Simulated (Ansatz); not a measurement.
Theory: Ansatz, DFT PBE, scalar-relativistic, plane waves, PAW. All cells share a 420 eV cutoff and Γ-centred k meshes spaced at most about 0.3 Å⁻¹ (about 0.25 or finer for metals, 2π included). No spin polarisation in the final relaxations.

All energies are static (0 K, no zero-point motion).

Two forms of Zr3AlN4 were relaxed alike.

A.

```
Zr Al N
1.0
    -2.43283    2.43283    4.79157
     2.43283   -2.43283    4.79157
     2.43283    2.43283   -4.79157
Zr Al N
3 1 4
Direct
  0.75000 0.25000 0.50000
  0.25000 0.75000 0.50000
  0.00000 0.00000 0.00000
  0.50000 0.50000 0.00000
  0.61515 0.15230 0.00000
  0.15230 0.61515 0.00000
  0.84770 0.84770 0.46286
  0.38485 0.38485 0.53714
```

B.

```
Zr Al N
1.0
    -2.26285    2.26285    4.47502
     2.26285   -2.26285    4.47502
     2.26285    2.26285   -4.47502
Zr Al N
3 1 4
Direct
  0.75000 0.25000 0.50000
  0.50000 0.50000 0.00000
  0.25000 0.75000 0.50000
  0.00000 0.00000 0.00000
  0.50000 0.00000 0.50000
  0.22599 0.22599 0.00000
  0.00000 0.50000 0.50000
  0.77401 0.77401 0.00000
```

Problem. Which is lower in energy, and by how much?

Solution. B is lower, by 236 meV/atom. A has Zr and Al ordered on zinc blende sites, space group I-42m (No. 121), 14.2 Å³/atom and no gap on its mesh; B has Zr and Al ordered on rock salt sites, space group I4/mmm (No. 139), 11.5 Å³/atom and no gap. Counting N atoms around Al and Zr (those within 1.25 times the shortest such distance or 1.15 times the sum of covalent radii; a plus sign parts nearer from farther groups), A has Zr 4, Al 4 and B has Zr 6, Al 2+4. The denser one is the lower, and pressure would at first widen the difference. Both come from invented guesses.

Cells relaxed within their symmetry can be saddle points.
